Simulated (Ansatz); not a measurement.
# Counting bonds and constraints in disordered Si8BC8N

A cell of 18 atoms, a random packing after short dynamics, relaxed. The calculation used DFT PBE, scalar-relativistic, plane waves, PAW in Ansatz.

Plane waves to 420 eV, a k mesh through Γ of 6×6×5 on the computed 18-atom cell and Gaussian smearing (0.10 eV); no spin polarisation.

```xyz
18
Lattice="5.9502 -0.2565 -0.0755 -0.2723 5.3684 0.2670 -0.0721 0.2862 6.4428" Properties=species:S:1:pos:R:3 pbc="T T T"
Si    3.4668    3.2996    3.9953
Si    1.6419    0.6624    0.3572
Si    5.6263    5.1703    2.5128
Si    3.3092    0.7529    3.0020
Si    4.4548    2.9080    1.0816
Si    1.2718    1.4042    3.8693
Si    0.8218    2.8661    0.6638
Si    3.4410    1.9010    5.8159
C     4.3793    4.9593    3.9799
C     4.0261    4.7794    1.1795
C     4.3738    0.2987    6.0314
C     0.5312    5.3956    5.5378
C     1.0101    3.9866    5.3089
C     2.5920    5.0961    1.7919
C     1.4369    3.3777    4.0292
C     4.9746    5.2627    5.2956
B     1.3570    4.0683    2.4233
N     3.9961    2.3263    2.6535
```

Pairs within 1.2 times the summed covalent radii count as bonded, except two cations (other than C and H) that share an anion, which edge-sharing polyhedra bring close without a bond.

Q: Compare coordinations with the usual valences, and count constraints.

A:
```
element usual valence atoms × bonds found
      B              3                  1×4
      C              4             3×3, 5×4
      N              3                  1×3
     Si              4             6×4, 2×5
```

12 of 18 atoms have their usual valence (8 − N for groups 14 to 17, three for boron, one for hydrogen), 3 have more bonds and 3 fewer. The mean coordination is 3.89 against 3.89 by the rule. 43 % of the bonds join like atoms. Each atom with r bonds brings r/2 stretching and 2r − 3 bending constraints (no bending for r = 1): 6.72 per atom against 3 degrees of freedom, so by Maxwell counting the network is stressed rigid: without a crystal's symmetry not all bonds and angles can be satisfied, which shows as spread in angles. In carbon and in B–N networks three bonds with π bonding are a full valence too.

The final mesh leaves forces up to 0.19 eV/Å and stresses up to 0.2 GPa: the relaxation ran on a coarser mesh, so the cell's shape, its bonds and its energy belong partly to that mesh.

Spin polarisation was left out, and a magnetic state may lie lower.

Cost: 6 runs of about 28 core-minutes in all (earlier runs that led there not counted), on Arm Neoverse V1 (shared hosts).